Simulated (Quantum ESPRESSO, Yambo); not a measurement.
G0W0 results for Si$_{2}$N$_{2}$O

```xyz
10
Lattice="4.4449 -2.7521 0.0000 4.4449 2.7521 0.0000 0.0000 0.0000 4.8586" Properties=species:S:1:pos:R:3 pbc="T T T"
N      1.9492     0.6804     2.9881
N      6.9406    -0.6804     0.5588
N      6.9406     0.6804     2.9881
N      1.9492    -0.6804     0.5588
O      4.4449    -1.6032     1.0752
O      4.4449     1.6032     3.5045
Si     1.5746     0.8281     1.3152
Si     7.3151    -0.8281     3.7445
Si     7.3151     0.8281     1.3152
Si     1.5746    -0.8281     3.7445
```

The geometry is that of Materials Project entry mp-4497, symmetrised and not relaxed again.

Starting point: PBEsol (Quantum ESPRESSO, PseudoDojo norm-conserving, 84 Ry, scalar-relativistic). G0W0 in Yambo: 2×2×2 Γ-centred k mesh, 174 bands and a 7 Ry block in the screening, 174 bands in G with the Bruneval-Gonze terminator, plasmon pole fitted at 27.2 eV.

```
Item                                                 Value
-------------------------------------------------  -------
PBEsol gap along the band path                     5.02 eV
PBEsol gap between the mesh's edge points (Γ → Γ)  5.02 eV
G0W0 gap between the same points                   6.81 eV
```

| k point | band | E PBEsol (eV) | E QP (eV) | shift (eV) | Z |
|---|---|---|---|---|---|
| Γ | VB | 0.00 | -0.99 | -0.99 | 0.81 |
| Γ | CB | 5.02 | 5.83 | 0.81 | 0.85 |
| (0, 0, -0.5) | VB | -0.23 | -1.25 | -1.02 | 0.81 |
| (0, 0, -0.5) | CB | 5.76 | 6.91 | 1.16 | 0.84 |
| (0, -0.5, 0) | VB | -0.44 | -1.48 | -1.03 | 0.81 |
| (0, -0.5, 0) | CB | 6.77 | 7.89 | 1.12 | 0.85 |
| (0, -0.5, -0.5) | VB | -0.72 | -1.79 | -1.07 | 0.81 |
| (0, -0.5, -0.5) | CB | 6.82 | 7.92 | 1.10 | 0.85 |
| (-0.5, -0.5, 0) | VB | -0.28 | -1.25 | -0.97 | 0.81 |
| (-0.5, -0.5, 0) | CB | 6.30 | 7.50 | 1.20 | 0.84 |
| (-0.5, -0.5, -0.5) | VB | -0.66 | -1.70 | -1.04 | 0.81 |
| (-0.5, -0.5, -0.5) | CB | 6.00 | 7.20 | 1.20 | 0.84 |

Energies count from the PBEsol valence-band maximum.

Nearest settings tried, and what they do to the gap: 114 bands in G: -11 meV; 114 bands in W, 114 bands in G: +9 meV; 6 Ry block (209 vectors against 261): -54 meV. Not varied: mesh. So the settings aren't converged at that level. The k mesh is coarse.
